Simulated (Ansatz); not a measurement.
TiTc, DFT, PBEsol, all-electron LAPW, scalar-relativistic (Ansatz 0.2.0), run on 1 thread of Arm Neoverse V2 on a shared host.

The cell comes from COD entry 1527274, which wasn't checked; take it as a given geometry. The listed cell was then made from it by scaling, straining or moving an atom.

Command: `ansatz run input.yaml --threads 1 --pin off --max-ram 3072MiB --backend cpu --events-out ev --progress --plain --runs-dir out`

```yaml
crystal:
  lattice:
    - [3.11, -0.01555, -0.01555]
    - [-0.01555, 3.11, -0.01555]
    - [-0.01555, -0.01555, 3.11]
  atoms:
    - { symbol: Ti, position: [0.5, 0.5, 0.5] }
    - { symbol: Tc, position: [0.0, 0.0, 0.0] }
kpoints:
  mp_grid: { grid: [12, 12, 12] }
  band_path:
    path:
      - [0.0, 0.0, 0.0]
      - [0.5, 0.0, 0.0]
      - [0.5, -0.5, 0.5]
      - [0.4901240068, -0.5098759932, 0.4901240068]
      - [0.4901240068, 0.4901240068, 0.4901240068]
      - [0.0, 0.0, 0.0]
      - [0.5, -0.5, 0.0]
    npoints: 5
scf:
  occupations: { method: fermi_dirac, width: 0.08 }
hamiltonian:
  xc: pbesol
  pseudopotentials: { kind: all_electron, lapw: { basis_error: 0.00025 } }
output:
  forces: true
  stress: true
  eigenvalues: true
```

**Question.** How large is the problem that the program sets up?

**Answer.** 189 irreducible k-points, 365 plane waves at Γ, 26 bands.

**Question.** About how long does it take, and how much memory does it use?

**Answer.** 53 s of wall time for 11 SCF iterations, with a peak of 0.77 GiB. Times on shared machines scatter by tens of per cent.
